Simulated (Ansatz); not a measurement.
Values for one crystal, relaxed and computed with LDA in the plane-wave PAW code Ansatz; other levels are named.

```yaml
volume_per_atom: 18.53 Å³
electronic_character: no gap, with almost no states at the Fermi level (zero-gap or semimetallic)
Bulk modulus (Birch–Murnaghan fit): 46.2 GPa
Formation energy from the elements (no fitted shifts): -0.29 eV/atom
Pressure derivative B′: 7.5
Density of states at the Fermi level: 0.00 states/eV per atom (mean over ±0.08 eV)
highest_zone_centre_frequency: 287 cm⁻¹
```

Which of these materials gives this?
A. GeS, Cmcm (Ge on 4c, S on 4c)
B. LaTiO3, cubic perovskite
C. Si2W, MoSi2 or CaC2 type
D. Ti5Si, R32 (Ti on 6c, Ti on 9d, Si on 3b)

A, GeS, Cmcm (Ge on 4c, S on 4c)

The first step of the workflow began from a Materials Project structure, measured or hypothetical; the Crystallography Open Database copy checked does not list it. COD files the formula under space group No. 62, so this cell is another polymorph or a model. Whether it is the stable phase at ambient conditions was not checked. Symmetry was held in the LDA relaxation. At this level the phase is dynamically unstable (imaginary phonons). A crystal of weakly bound layers computed without a dispersion correction: the cell and the soft elastic constants depend strongly on that. As this level gives no gap, phonon frequencies hold no LO–TO term and depend on the k-mesh and smearing (Fermi–Dirac, 0.1 eV here). The references are the lowest solids computed at this level, not always the standard phases. Spin–orbit coupling is left out wherever it is not named.

Potentials: the later of the program's two PAW sets.
